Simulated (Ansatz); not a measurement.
Starting cell, W (bcc, W type):

```
CELL_PARAMETERS angstrom
     -3.16928     3.16928     3.16928
      1.58464    -1.58464     1.58464
      1.58464     1.58464    -1.58464
ATOMIC_POSITIONS crystal
  W  0.00000 0.00000 0.00000
  W  0.50000 0.00000 0.00000
```

A phonon eigenvector at N = (0.5, 0.0, 0.0) is frozen into this cell: atom i moves by Q times the vector below, so Q is the largest atomic displacement, in Å. The cell is held. (q is in reciprocal vectors of the primitive cell; the cell shown is doubled to hold the pattern.)

```
atom      x       y       z
----  -----  ------  ------
W1    0.000   0.707  -0.707
W2    0.000  -0.707   0.707
```

Calculation: r2SCAN (plane waves to 500 eV, PAW, scalar-relativistic; Ansatz, a program for electronic structure). k mesh 21×21×21 (Γ-centred), Fermi-Dirac smearing 0.05 eV. Energies are smeared free energies. With partly filled bands, energies and forces of such displacements shift with the k mesh and the smearing. Spin-orbit coupling is left out, though W is heavy. W is run without spin polarisation. W was relaxed with its symmetry unable to fall. ΔE is measured from the undisplaced structure.

| Q (Å) | −dE/dQ from forces (eV/Å) | ΔE (meV/cell) |
|---|---|---|
| -0.280 | 4.080 | 888 |
| -0.233 | 4.422 | 688 |
| -0.187 | 4.349 | 482 |
| -0.140 | 3.793 | (withheld) |
| -0.093 | 2.782 | (withheld) |
| -0.047 | 1.471 | 35 |
| 0.000 | 0.000 | 0 |
| 0.047 | -1.471 | 35 |
| 0.093 | -2.782 | (withheld) |
| 0.140 | -3.793 | (withheld) |
| 0.187 | -4.349 | 482 |
| 0.233 | -4.422 | 688 |
| 0.280 | -4.080 | 888 |

### Question
What belongs in the gaps?

### Answer

- -0.140, ΔE (meV/cell): 290
- -0.093, ΔE (meV/cell): 135
- 0.093, ΔE (meV/cell): 135
- 0.140, ΔE (meV/cell): 290

(A displaced cell: forces are minus the slopes of the energy, force constants its curvatures, and phonons follow from these.)
